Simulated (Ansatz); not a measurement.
Mg (diamond, Fd-3m) under volume change, plane-wave PAW PBEsol (Ansatz code), scaled uniformly.

```tsv
V (Å³/atom)	E − E(relaxed) (meV/atom)	P (GPa)
35.262	14.2	1.42
36.425	6.0	0.87
37.587	1.4	0.40
38.750	0.0	0.00
39.912	1.2	-0.33
41.075	4.7	-0.62
42.237	10.1	-0.86
```

Question: What does a third-order Birch–Murnaghan fit give for V₀, B₀ and B′?

Answer: V₀ = 38.76 Å³/atom, B₀ = 12.1 GPa, B′ = 4.5.

The start of the workflow was typed in or built on a structure type; neither database checked (COD, Materials Project) lists it. It is not the phase usual at ambient conditions (space group No. 194). Symmetry was held in the PBEsol relaxation. At this level the phase is mechanically unstable.

Potentials: the earlier of the program's two PAW sets.
